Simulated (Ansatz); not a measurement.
BAs (zinc blende)

```
BAs
1.0
    0.00000     2.40467     2.40467
    2.40467     0.00000     2.40467
    2.40467     2.40467     0.00000
As B
1 1
Cartesian
  3.60701   3.60701   3.60701
  0.00000   0.00000   0.00000
```

Scan: atom 2 (B, nearest neighbour As at 2.083 Å; its periodic images, 3.4 Å or more away, move with it) is displaced along Cartesian x, direction (1.000, 0.000, 0.000) in Cartesian axes, by s. The other atoms stay.

Calculation: PBE (plane waves to 420 eV, PAW, scalar-relativistic; Ansatz, a program for electronic structure). k mesh 10×10×10 (Γ-centred), Fermi-Dirac smearing 0.05 eV. E stands for the smeared free energy. As the smearing reaches across the gap at some points, energies and forces of such displacements shift with the k mesh and the smearing. BAs was relaxed with its symmetry unable to fall. ΔE is measured from the undisplaced structure. The last digit holds for this mesh only.

```tsv
s (Å)	ΔE (meV/cell)
-0.620	2330.5
-0.496	1649.5
-0.372	998.6
-0.248	468.6
-0.124	121.4
0.000	0.0
0.124	121.4
0.248	468.6
0.372	998.6
0.496	1649.5
0.620	2330.5
```

Q: What force constant k = d²E/ds² at s = 0 does the table give?

A: 16 eV/Å². It is the second difference of the nearest points, corrected with the next pair.

Q: With k = 16.00 eV/Å² from the forces, is the well harmonic out to s = 0.620 Å?

A: ½ks² = 3076 meV/cell against the computed 2331 meV/cell, so the well is softer than harmonic there.

(For displaced atoms, the force is minus the slope of the energy, and its curvature is a force constant, which sets phonon frequencies.)
